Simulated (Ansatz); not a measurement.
ZnS: Quadrupolar parameters

The cell is a computed structure from the Materials Project (it need not be an observed phase), taken as it stands.

```xyz
40
Lattice="3.8087 0.0000 0.0000 -1.9043 3.2984 0.0000 0.0000 0.0000 62.2639" Properties=species:S:1:pos:R:3 pbc="T T T"
Zn    0.0000    0.0000   24.9058
Zn    0.0000    2.1989   28.0177
Zn    1.9043    1.0995   12.4540
Zn    1.9043    1.0995   40.4718
Zn    0.0000    2.1989   43.5859
Zn    0.0000    0.0000   37.3587
Zn    1.9043    1.0995   59.1496
Zn    0.0000    0.0000    6.2268
Zn    1.9043    1.0995   21.7937
Zn    1.9043    1.0995    3.1165
Zn    0.0000    0.0000   56.0377
Zn    0.0000    2.1989   34.2484
Zn    0.0000    0.0000   15.5662
Zn    0.0000    2.1989   52.9257
Zn    0.0000    0.0000   46.6981
Zn    1.9043    1.0995   31.1331
Zn    0.0000    2.1989    9.3398
Zn    1.9043    1.0995   49.8115
Zn    0.0000    2.1989   18.6796
Zn    0.0000    2.1989    0.0012
S     1.9043    1.0995   14.7868
S     1.9043    1.0995   52.1453
S     0.0000    2.1989   55.2585
S     0.0000    2.1989   21.0134
S     0.0000    0.0000   49.0319
S     1.9043    1.0995    5.4479
S     0.0000    2.1989   30.3500
S     0.0000    0.0000   17.9000
S     0.0000    0.0000    8.5604
S     1.9043    1.0995   42.8056
S     0.0000    2.1989    2.3368
S     1.9043    1.0995   61.4819
S     1.9043    1.0995   33.4687
S     1.9043    1.0995   24.1266
S     0.0000    2.1989   45.9187
S     0.0000    2.1989   11.6736
S     0.0000    0.0000   39.6923
S     0.0000    2.1989   36.5799
S     0.0000    0.0000   58.3711
S     0.0000    0.0000   27.2392
```

Sites (sets of like atoms) are named by element and the number of their first atom in this list.

The numbers come from a DFT calculation in Ansatz (LDA, plane waves and PAW, scalar-relativistic, 420 eV cutoff, Γ-centred 8×8×1 k-points, Fermi–Dirac smearing 0.02 eV).

C_Q = eQV_zz/h, which is 24.18 MHz for Q = 1 b and V_zz = 10²¹ V/m²; η = (V_xx − V_yy)/V_zz. Directions are in the Cartesian axes of the cell vectors above, for the atom listed; none is given where the gradient is under 0.02 or η is above 0.95.

(1) Give the quadrupolar parameters of the distinct sites.

Results:

(1) 

```csv
site,first atom,first shell,V_zz (10²¹ V/m²),η,"direction of V_zz (x, y, z)"
Zn1,1,4 S at 2.33 Å,<0.005,–,–
Zn2,2,4 S at 2.33 Å,0.011,0.00,–
Zn3,3,4 S at 2.33 Å,-0.007,0.00,–
Zn10,10,4 S at 2.33 Å,0.033,0.00,0.00 0.00 1.00
Zn16,16,4 S at 2.33–2.34 Å,-0.11,0.00,0.00 0.00 1.00
S21,21,4 Zn at 2.33 Å,0.043,0.00,0.00 0.00 1.00
S22,22,4 Zn at 2.33 Å,0.056,0.00,0.00 0.00 1.00
S25,25,4 Zn at 2.33 Å,0.050,0.00,0.00 0.00 1.00
S27,27,4 Zn at 2.33 Å,0.10,0.00,0.00 0.00 1.00
S29,29,4 Zn at 2.33 Å,0.045,0.00,0.00 0.00 1.00
S31,31,4 Zn at 2.33–2.34 Å,0.20,0.00,0.00 0.00 1.00
S39,39,4 Zn at 2.33 Å,0.037,0.00,0.00 0.00 1.00
```

An axis of threefold or higher order runs through Zn2, Zn3, Zn10, Zn16, S21 and S22 and others, so V_zz lies along it and η is zero.

The run took 6.3 min of wall time (6.2 min of CPU time) and 2 GiB at its peak, on 1 thread of Intel Xeon Platinum 8259CL CPU @ 2.50GHz (Skylake/Cascade Lake) (x86_64; 16 cores open to the job, memory cap 3.0 GiB, no GPU), a shared host with a load of 0.5 a core.
